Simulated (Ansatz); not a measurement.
Data:

MoIr:
```xyz
2
Lattice="2.7357 0.0000 0.0000 0.0000 2.7357 0.0000 0.0000 0.0000 3.8834" Properties=species:S:1:pos:R:3 pbc="T T T"
Ir     0.0000     0.0000     0.0000
Mo     1.3678     1.3678     1.9417
```

This is the PBEsol-relaxed structure.

Question: All from DFT-PBEsol in the program Ansatz with PAW potentials, unless another level is named. Give the formation energy from the elements (no fitted shifts).

Answer: -0.31 eV/atom.

Question: Predict the density of states at the Fermi level.

Answer: 0.48 states/eV per atom (mean over ±0.08 eV).

Space group P4/mmm (L1₀ or tetragonal B2). The start of the workflow was typed in or built on a structure type; neither database checked (COD, Materials Project) lists it. COD files the formula under space group No. 51. Its standing as an ambient phase is unchecked. The cell was relaxed with PBEsol under the symmetry of its start; whether a distortion lowers the energy is not shown. No spin polarisation was allowed. The references are the lowest solids computed at this level, not always the standard phases. Spin–orbit coupling is left out wherever it is not named.

Potentials: the later of the program's two PAW sets.
